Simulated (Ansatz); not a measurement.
## Formation energy of SrAl₃ in the AuCu3-type structure

Computed with Ansatz (plane waves, PAW, 420 eV cutoff): PBE, scalar-relativistic, no spin polarisation, Γ-centred 8×8×8 mesh, 0.05 eV Gaussian smearing; PAW files: Ansatz's generated set soft_2.

The start was a prototype's sites filled with these elements, not a measured cell.

It takes space group Pm-3m (No. 221, cubic). Conventional cell: a = 4.474 Å, b = 4.474 Å, c = 4.474 Å, α = 90.00°, β = 90.00°, γ = 90.00°. Around Sr (site symmetry m-3m) lie 12 Al at 3.16 Å. Around Al (site symmetry 4/mmm) lie 4 Sr at 3.16 Å and 8 Al at 3.16 Å. (Neighbours are counted to 15 % beyond the shortest distance.)

The elements were computed in their standard states with the same datasets, cutoff and functional. Absolute energies hang on the potentials; compare differences alone.

Energy of the relaxed cell (4 atoms, smearing extrapolated to zero): -5156.681 eV. Elements, in eV/atom: Sr -3544.220, Al -537.499.

Question: What is the formation energy?

Answer: [-5156.681 − (1 × -3544.220 + 3 × -537.499)] / 4 = 0.01 eV/atom, or 1 kJ per mole of atoms.

The value is for 0 K, without zero-point energy. A positive value means that this structure is unstable even against the elements at this level.

With 19 valence electrons in the calculation's cell and no magnetic order, the bands, two electrons each, can't all be full or empty: band theory demands a metal.
